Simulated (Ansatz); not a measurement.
BN:
```yaml
crystal:
  lattice:
    - [2.49703, 0.00000, 0.00000]
    - [-1.24852, 2.16249, 0.00000]
    - [0.00000, 0.00000, 6.66180]
  atoms:
    - { symbol: B, position: [0.00000, 0.00000, 0.75000] }
    - { symbol: B, position: [0.00000, 0.00000, 0.25000] }
    - { symbol: N, position: [0.66667, 0.33333, 0.25000] }
    - { symbol: N, position: [0.33333, 0.66667, 0.75000] }
```

Relaxed with r²SCAN+D4.

Q: Map the electron localisation function on the plane through (0.000, 0.000, 0.750) spanned by u = [1, 1, 0] and v = [1, -1, 0] in lattice vectors, from plane-wave PAW r²SCAN+D4 (Ansatz code).

A: x is the fraction of u, y of v (the angle between them is 90°; rows are the nearest grid lines); atoms in the plane: B at (0.00, 0.00), B at (0.50, 0.50), N at (0.00, 0.33), N at (0.50, 0.83).
```
y \ x   0.000  0.0625  0.188  0.250  0.375  0.438  0.562  0.625  0.750  0.812  0.938   1.00
------  -----  ------  -----  -----  -----  -----  -----  -----  -----  -----  -----  -----
1.00    0.000   0.002  0.560  0.765  0.768  0.710  0.710  0.768  0.765  0.560  0.002  0.000
0.909   0.147   0.324  0.908  0.929  0.770  0.531  0.531  0.770  0.929  0.908  0.324  0.147
0.864   0.294   0.452  0.881  0.890  0.549  0.166  0.166  0.549  0.890  0.881  0.452  0.294
0.773   0.152   0.229  0.635  0.713  0.574  0.401  0.401  0.574  0.713  0.635  0.229  0.152
0.682   0.031   0.049  0.323  0.574  0.866  0.911  0.911  0.866  0.574  0.323  0.049  0.031
0.636   0.039   0.050  0.207  0.413  0.816  0.895  0.895  0.816  0.413  0.207  0.050  0.039
0.545   0.457   0.472  0.497  0.426  0.120  0.042  0.042  0.120  0.426  0.497  0.472  0.457
0.455   0.686   0.739  0.899  0.913  0.522  0.080  0.080  0.522  0.913  0.899  0.739  0.686
0.364   0.056   0.166  0.815  0.890  0.754  0.452  0.452  0.754  0.890  0.815  0.166  0.056
0.318   0.023   0.086  0.705  0.803  0.638  0.386  0.386  0.638  0.803  0.705  0.086  0.023
0.227   0.804   0.801  0.749  0.654  0.254  0.104  0.104  0.254  0.654  0.749  0.801  0.804
0.136   0.916   0.895  0.648  0.413  0.093  0.050  0.050  0.093  0.413  0.648  0.895  0.916
0.0909  0.616   0.567  0.371  0.293  0.186  0.161  0.161  0.186  0.293  0.371  0.567  0.616
0.000   0.000   0.002  0.560  0.765  0.768  0.710  0.710  0.768  0.765  0.560  0.002  0.000
```

The density is the valence pseudo-density with augmentation charge, so density and ELF within about 1 Å of a nucleus are not all-electron values.

Space group P6_3/mmc. The workflow started from a Materials Project entry (that database holds measured and hypothetical structures alike). Its sites differ from those of the usual phase in this space group: another stacking or structure type. Symmetry was held in the r²SCAN+D4 relaxation; phonons on a q-mesh show no instability.

Potentials: the earlier of the program's two PAW sets.
